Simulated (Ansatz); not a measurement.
Here is the system:

Li:
```
Li
1.0
   -3.43361     3.43361     3.43361
    3.43361    -3.43361     3.43361
    3.43361     3.43361    -3.43361
Li
8
Direct
  0.00011   0.50000   0.00000
  0.50000   0.00000   0.50011
  0.00000   0.00011   0.50000
  0.99989   0.99989   0.99989
  0.49989   0.49989   0.49989
  0.00000   0.50011   0.50000
  0.50000   0.00000   0.00011
  0.50011   0.50000   0.00000
```

This is the PBEsol-relaxed structure.

Task: All from PBEsol in the plane-wave PAW code Ansatz, unless another level is named. Give the bulk modulus (Birch–Murnaghan fit).

Result: 13.7 GPa.

Task: What about the highest zone-centre frequency?

Result: 333 cm⁻¹.

Space group Im-3m (bcc (W type)). The PBEsol relaxation kept the symmetry of its start. As this level gives no gap, phonon frequencies hold no LO–TO term and depend on the k-mesh and smearing (Fermi–Dirac, 0.1 eV here).

Potentials: the earlier of the program's two PAW sets. The files were generated under PBE; for other functionals the program regenerates the frozen cores, and for LDA and PBEsol the local potential too.
